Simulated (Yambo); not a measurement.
Input:

```
Rb2KScF6
1.0
    0.00000     4.59944     4.59944
    4.59944     0.00000     4.59944
    4.59944     4.59944     0.00000
F K Sc Rb
6 1 1 2
Direct
  0.77859   0.22141   0.22141
  0.22141   0.77859   0.77859
  0.22141   0.77859   0.22141
  0.77859   0.22141   0.77859
  0.22141   0.22141   0.77859
  0.77859   0.77859   0.22141
  0.50000   0.50000   0.50000
  0.00000   0.00000   0.00000
  0.75000   0.75000   0.75000
  0.25000   0.25000   0.25000
```

Workflow: LDA (pw.x of Quantum ESPRESSO, ONCV potentials, scalar-relativistic), then G0W0 in Yambo (2×2×2 Γ-centred k mesh, bands 2 to 284 and a 7 Ry block in the screening, 284 bands in G with the Bruneval-Gonze terminator, plasmon pole fitted at 27.2 eV).

### Question
Give the LDA and G0W0 gaps between the band edges found on this mesh, and say where the edges lie.

### Answer
Edges: Γ → Γ. LDA: 6.00 eV; G0W0: 9.87 eV. Nearest settings tried, and what they do to the gap: 186 bands in W, 186 bands in G: +49 meV; 6 Ry block (339 vectors against 459): +12 meV. Not varied: mesh. So the settings aren't converged at that level. The k mesh is coarse. 

Geometry of the Materials Project entry, not relaxed at this level.

The structure is a Materials Project entry; no match was found in the copy of COD used, and its stability was not checked.
